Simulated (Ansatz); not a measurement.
AlSiTe₃:
```yaml
crystal:
  lattice:
    - [6.86263, 0.00000, 0.00000]
    - [-3.43131, 5.94321, 0.00000]
    - [0.00000, 0.00000, 7.20687]
  atoms:
    - { symbol: Al, position: [0.66667, 0.33333, 0.50000] }
    - { symbol: Al, position: [0.33333, 0.66667, 0.50000] }
    - { symbol: Si, position: [0.00000, 0.00000, 0.34183] }
    - { symbol: Si, position: [0.00000, 0.00000, 0.65817] }
    - { symbol: Te, position: [0.00000, 0.64591, 0.74524] }
    - { symbol: Te, position: [0.00000, 0.35409, 0.25476] }
    - { symbol: Te, position: [0.35409, 0.35409, 0.74524] }
    - { symbol: Te, position: [0.64591, 0.64591, 0.25476] }
    - { symbol: Te, position: [0.64591, 0.00000, 0.74524] }
    - { symbol: Te, position: [0.35409, 0.00000, 0.25476] }
```

Relaxed with r²SCAN+D4.

### Question
Give the Bader charges and basin volumes of the independent atoms, plane-wave PAW r²SCAN+D4 (Ansatz code).

### Answer


```json
[
 {"atom": "Al1", "Bader charge (e)": "+1.88", "Bader volume (Å³)": "8.3"},
 {"atom": "Si3", "Bader charge (e)": "+0.69", "Bader volume (Å³)": "16.2"},
 {"atom": "Te5", "Bader charge (e)": "-0.86", "Bader volume (Å³)": "40.8"}
]
```

Space group P-31m. The workflow started from a Materials Project entry (that database holds measured and hypothetical structures alike); the Crystallography Open Database copy checked does not list it. Whether it is the stable phase at ambient conditions was not checked. Symmetry was held in the r²SCAN+D4 relaxation; whether a distortion lowers the energy is not shown. Spin–orbit coupling is left out wherever it is not named.

Potentials: the later of the program's two PAW sets.
